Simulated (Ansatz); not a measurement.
Pb:
```
CELL_PARAMETERS angstrom
      0.00000     2.49802     2.49802
      2.49802     0.00000     2.49802
      2.49802     2.49802     0.00000
ATOMIC_POSITIONS crystal
  Pb 0.00000 0.00000 0.00000
```

Relaxed with r²SCAN. Special points in fractions of this cell's reciprocal vectors: Γ (0.000, 0.000, 0.000); X (0.500, 0.000, 0.500); U (0.625, 0.250, 0.625); K (0.375, 0.375, 0.750); L (0.500, 0.500, 0.500); W (0.500, 0.250, 0.750).

Problem. List the band energies nearest the Fermi level at these points for the program Ansatz at the r²SCAN level (PAW).

Solution. In eV from the Fermi level; about four levels below and three above (degenerate sets whole), none deeper than 8.9 eV; … stands for higher levels left out; points with the same levels are listed once.

```
k              below           above
-  -----------------  --------------
Γ                  –  7.48 7.48 7.48
X        -7.05 -3.38     2.06 2.06 …
U  -7.14 -2.37 -1.23          3.00 …
L        -8.48 -4.27     5.61 5.61 …
W  -6.95 -1.44 -1.44          0.35 …
```

Space group Fm-3m (fcc (Cu type)). Symmetry was held in the r²SCAN relaxation. Scalar-relativistic: spin–orbit coupling is off unless named, which matters more the heavier the elements.

Potentials: the earlier of the program's two PAW sets.
